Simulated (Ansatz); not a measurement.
Relaxation path: Zr (sc type)

DFT, PBEsol, PAW with Ansatz's default frozen-core files, scalar-relativistic (Ansatz 0.2.0); a Γ-centred 13×13×13 k mesh, Fermi–Dirac smearing of 0.1 eV, no spin polarisation. The run relaxes cell and atoms at a target pressure of 0 GPa.

Command: `ansatz run input.yaml --threads 1 --pin off --max-ram 2048MiB --backend cpu --events-out ev --progress --plain --runs-dir out` It took 5.2 s on 1 thread of Arm Neoverse V1, on a shared host, peak memory 0.3 GiB.

PAW: frozen-core files, cutoff 420 eV; forces are relaxed below 0.005 eV/Å.

Each step lists its free energy a cell above the last geometry, the pressure, the cell vectors (Å), and Cartesian positions (Å) with forces (eV/Å).

The first step:

```
step 1  dF = 3.16 meV  P = -1.70 GPa
  cell 2.8951 0.0000 0.0000  0.0000 2.8951 0.0000  0.0000 0.0000 2.8951
  Zr 0.0000 0.0000 0.0000   0.0000 0.0000 0.0000
```

The PAW files were made under PBE.

The symmetry of the start is kept and no stability test is made, so the end need not be the stable phase.

Task: Where does the relaxation end, and by which steps?

Result: After 3 geometries, with conventional a, b, c = 2.872, 2.872, 2.872 Å, at 23.699 Å³/atom (-2.33 % against the start) in space group Pm-3m, with a shortest distance of 2.872 Å. The further steps:
```
step 2  dF = 1.67 meV  P = 1.34 GPa
  cell 2.8551 0.0000 0.0000  0.0000 2.8551 0.0000  0.0000 0.0000 2.8551
  Zr 0.0000 0.0000 0.0000   0.0000 0.0000 0.0000
step 3  dF = 0.00 meV  P = -0.04 GPa
  cell 2.8724 0.0000 0.0000  0.0000 2.8724 0.0000  0.0000 0.0000 2.8724
  Zr 0.0000 0.0000 0.0000   0.0000 0.0000 0.0000
step 4  dF = 0.05 meV  P = -0.04 GPa  (same geometry on a basis chosen anew; earlier energies don't compare to the last digit)
  cell 2.8724 0.0000 0.0000  0.0000 2.8724 0.0000  0.0000 0.0000 2.8724
  Zr 0.0000 0.0000 0.0000   0.0000 0.0000 0.0000
```
